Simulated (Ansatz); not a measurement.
Data:

ScAl3 (Cu3Au type)

```yaml
crystal:
  lattice:
    - [4.10550, 0.00000, 0.00000]
    - [0.00000, 4.10550, 0.00000]
    - [0.00000, 0.00000, 4.10550]
  atoms:
    - { symbol: Al, position: [0.00000, 0.50000, 0.50000] }
    - { symbol: Al, position: [0.50000, 0.50000, 0.00000] }
    - { symbol: Al, position: [0.50000, 0.00000, 0.50000] }
    - { symbol: Sc, position: [0.00000, 0.00000, 0.00000] }
```

The atoms are displaced by Q × the pattern below (from a DFPT mode at Γ, largest move 1; Q in Å), at fixed cell. It is one choice among 3 degenerate patterns.

```csv
atom,x,y,z
Al1,0.000,0.000,-1.000
Al2,0.000,0.000,0.427
Al3,0.000,0.000,-1.000
Sc4,0.000,0.000,0.944
```

Calculation: PBE (plane waves to 420 eV, PAW, scalar-relativistic; Ansatz, a program for electronic structure). k mesh 11×11×11 (Γ-centred), Fermi-Dirac smearing 0.05 eV. Energies are smeared free energies. With partly filled bands, energies and forces of such displacements shift with the k mesh and the smearing. ScAl3 is run without spin polarisation. ScAl3 was relaxed with its symmetry unable to fall. The zero of ΔE is the undisplaced structure.

The scan covers Q from -0.100 to 0.100 Å in 13 points.

Task: Which space group does the distorted structure have?

Result: P4mm (No. 99), lowered from Pm-3m.

Task: Is the energy the same for equal positive and negative displacements?

Result: Even: the same for both signs.

Task: What is the energy change at Q = 0.100 Å?

Result: 199 meV/cell.

Task: What harmonic wavenumber does the curvature at Q = 0 give?

Result: 330 cm⁻¹.

(For displaced atoms, the force is minus the slope of the energy, and its curvature is a force constant, which sets phonon frequencies.)
